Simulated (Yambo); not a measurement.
Yambo run on YOF (space group P4/nmm, No. 129). The wavefunctions come from this Quantum ESPRESSO step (LDA, PseudoDojo standard norm-conserving files, scalar-relativistic):

```
&CONTROL
  calculation = 'nscf'
  pseudo_dir = './pseudo'
  outdir = './out'
/
&SYSTEM
  ibrav = 0
  nat = 6
  ntyp = 3
  ecutwfc = 84.0
  ecutrho = 336.0
  occupations = 'fixed'
  force_symmorphic = .true.
  nbnd = 157
/
&ELECTRONS
  conv_thr = 6.000000000000001e-09
  diago_full_acc = .true.
  diago_thr_init = 1e-08
/
ATOMIC_SPECIES
O 15.9990 O.upf
F 18.9984 F.upf
Y 88.9058 Y.upf
CELL_PARAMETERS angstrom
  3.832270000000   0.000000000000   0.000000000000
  0.000000000000   3.832270000000   0.000000000000
  0.000000000000   0.000000000000   5.446660000000
ATOMIC_POSITIONS crystal
O   0.000000000000   0.000000000000   0.500000000000
O   0.500000000000   0.500000000000   0.500000000000
F   0.500000000000   0.500000000000   0.000000000000
F   0.000000000000   0.000000000000   0.000000000000
Y   0.500000000000   0.000000000000   0.711480000000
Y   0.000000000000   0.500000000000   0.288520000000
K_POINTS automatic
4 4 2 0 0 0
```

Yambo input:

```
rim_cut
gw0
dyson
el_el_corr
HF_and_locXC
ppa
em1d
RandQpts= 1000000
RandGvec= 1 Ry
EXXRLvcs= 84 Ry
VXCRLvcs= 336 Ry
Chimod= "HARTREE"
% BndsRnXp
 1 | 156 |
%
NGsBlkXp= 8 Ry
% LongDrXp
 1.0 | 1.0 | 1.0 |
%
PPAPntXp= 27.2114 eV
% GbndRnge
 1 | 156 |
%
GTermKind= "BG"
DysSolver= "n"
ExtendOut
% QPkrange
 1 | 1 | 24 | 25 |
 8 | 8 | 24 | 25 |
%
```

k points by index: 1 = Γ, 8 = (0.25, 0.25, -0.5).

The o-*.qp file then holds:

```
#    K-point    Band    Eo [eV]    E [eV]    E-Eo [eV]    Vxc [eV]    Vnlxc [eV]    Sc|Eo [eV]    Sc|E [eV]    dSc/dw|Eo [eV]    Re(Z)    Im(Z)
#
    1    24    -0.250096    -1.170300    -0.920204    -19.28445    -24.45781    4.020746    4.253157    -6.871851    0.798379    -0.001138
    1    25    4.823236    5.855209    1.031972    -10.71721    -5.735649    -3.787373    -3.949593    -4.277144    0.864167    -0.766499E-3
    8    24    0.000000    -0.908370    -0.908370    -19.75361    -24.98058    4.087879    4.318601    -6.910801    0.797467    -0.001111
    8    25    5.390888    6.796146    1.405258    -12.62205    -7.021439    -3.954751    -4.195356    -4.658798    0.853819    -0.830524E-3
```
(The two width columns are left out.) Convergence of these settings isn't established.

Geometry of the Materials Project entry, not relaxed at this level.

The structure is a Materials Project entry; no match was found in the copy of COD used, and its stability was not checked.
